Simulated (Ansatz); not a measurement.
The start is a relaxed Si2Mo cell, doubled along one cell vector, shaken by Gaussian noise of σ = 0.08 Å a coordinate. A full variable-cell relaxation at zero pressure is run with r2SCAN (plane waves to 500 eV, PAW, scalar-relativistic; Ansatz, a quantum-chemistry and plane-wave program). The first steps use a coarse 3×6×6 k-mesh.

Starting cell:
```
Si2Mo
1.0
    0.00000     7.99068     8.73441
    2.28817     0.00000     4.36720
    2.28817     3.99534     0.00000
Si Mo
8 4
Direct
  0.33702   0.33341   0.65776
  0.80846   0.37365   0.67003
  0.17773   0.66949   0.34046
  0.67983   0.63708   0.31799
  0.29857   0.91587   0.62182
  0.80096   0.86774   0.59559
  0.45530   0.59990   0.95107
  0.96619   0.57616   0.90248
  0.01165   0.98056   0.95632
  0.49676   0.01746   0.99454
  0.13111   0.21380   0.26431
  0.61493   0.28578   0.23742
```

Which atoms feel the largest initial force, and how large is it?

About 4.2 eV/Å, on Mo9 (atoms numbered as listed).

How much energy is released per atom?

0.15 eV/atom.

Is the parent structure recovered?

It relaxes back to the parent, Fddd (No. 70).

Is the relaxed structure metallic? Give its gap.

No gap (metallic).

It ends as:

```cif
data_Mo8Si16
_chemical_formula_sum 'Si16 Mo8'
_space_group_name_H-M_alt 'Fddd :1'
_space_group_IT_number 70
_space_group_name_Hall 'F 2 2 -1d'
_cell_length_a 4.57635
_cell_length_b 7.99087
_cell_length_c 8.73423
_cell_angle_alpha 90.000
_cell_angle_beta 90.000
_cell_angle_gamma 90.000
loop_
_atom_site_label
_atom_site_type_symbol
_atom_site_symmetry_multiplicity
_atom_site_Wyckoff_symbol
_atom_site_fract_x
_atom_site_fract_y
_atom_site_fract_z
_atom_site_occupancy
Si1 Si 16 f 0.00000 0.33614 0.00000 1
Mo1 Mo 8 a 0.00000 0.00000 0.00000 1
```
(The calculation used a cell of 6 atoms; values per cell refer to that cell.)

Final values are on a 13×13×13 k-mesh of the relaxed cell. No spin polarisation in the result.

The relaxed structure here is a generated cell of Si2Mo: the first start was made by placing the elements on the sites of a structure type, and the end was not matched to a known phase here, so it may be hypothetical. Known forms of Si2Mo include space group No. 139.
